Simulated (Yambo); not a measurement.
A G0W0@PBEsol run in Yambo for CaPbF6 (space group Fm-3m, No. 225) (2×2×2 Γ-centred k mesh, 301 bands and a 8 Ry block in the screening, 301 bands in G with the Bruneval-Gonze terminator, plasmon pole fitted at 27.2 eV) gives these matrix elements, in eV, at the band edges (Γ → Γ):

```tsv
state	E0	<Vxc>	<Σx>	<Σc(E0)>	Z
valence edge	0.000	-22.497	-30.606	5.260	0.799
conduction edge	3.668	-17.959	-14.415	-1.835	0.856
```

Task: Solve the linearised quasiparticle equation for both states, give the gap, and say how exchange and correlation each act on it.

Result: E = E0 + Z(Σx + Σc − Vxc). Valence: 0.000 + 0.799 × (-30.606 + (5.260) − (-22.497)) = -2.28 eV. Conduction: 3.668 + 0.856 × (-14.415 + (-1.835) − (-17.959)) = 5.13 eV. The gap is 7.41 eV, against 3.67 eV in PBEsol. Replacing Vxc by bare exchange alone would open it by 11.65 eV; correlation takes back 7.10 eV of that, and Z scales what is left. Nearest settings tried, and what they do to the gap: 234 bands in W, 234 bands in G: +22 meV; 6 Ry block (307 vectors against 459): +17 meV; 1×1×1 mesh: -95 meV. So the settings aren't converged at that level. The k mesh is coarse. Spin-orbit coupling is left out; with 6p states at a band edge it can lower the gap by many tenths of an eV, most of a small gap.

The standard potential for Pb keeps a d shell in the valence without the s and p states of that shell. In tests on such compounds this moved G0W0 gaps by up to about 0.9 eV, so absolute quasiparticle energies here are unreliable; differences between settings are what counts.

Geometry of the Materials Project entry, not relaxed at this level; primitive cell a = 6.1051 Å, b = 6.1051 Å, c = 6.1051 Å, α = 60.00°, β = 60.00°, γ = 60.00°.
